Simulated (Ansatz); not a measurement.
Relaxed candidate structures of Li:

A. Fd-3m, origin choice 1 (No. 227), cF8, diamond type; a = 5.926 Å, b = 5.926 Å, c = 5.926 Å, α = 90.00°, β = 90.00°, γ = 90.00°; Li 8b (0.500, 0.500, 0.500)

B. P4₁2₁2 (No. 92), tP4; a = 5.399 Å, b = 5.399 Å, c = 2.921 Å, α = 90.00°, β = 90.00°, γ = 90.00°; Li 4a (0.191, 0.191, 0.000)

C. Fm-3m (No. 225), cF4, fcc (Cu type); a = b = c = 4.3757 Å, α = β = γ = 90.00°; Li 4a (0.000, 0.000, 0.000)

Problem. Rank these by energy per atom (lowest first), as r2SCAN (plane waves to 500 eV, PAW, scalar-relativistic; Ansatz, a first-principles code) gives it.

Solution. C (reference), B (+0.06 eV/atom), A (+0.53 eV/atom)

Each run could gain symmetry but not lose that of its start, so entries can be saddle points. From databases, or of a type measured for this composition: Fm-3m, cF4, fcc (Cu type); the others are generated cells (placed on structure types, drawn at random, substituted or restacked) that were not matched to a known phase here. Energies are at zero temperature and pressure, without zero-point motion. The runs use different k-meshes, so differences are rounded accordingly. No spin polarisation in the result.
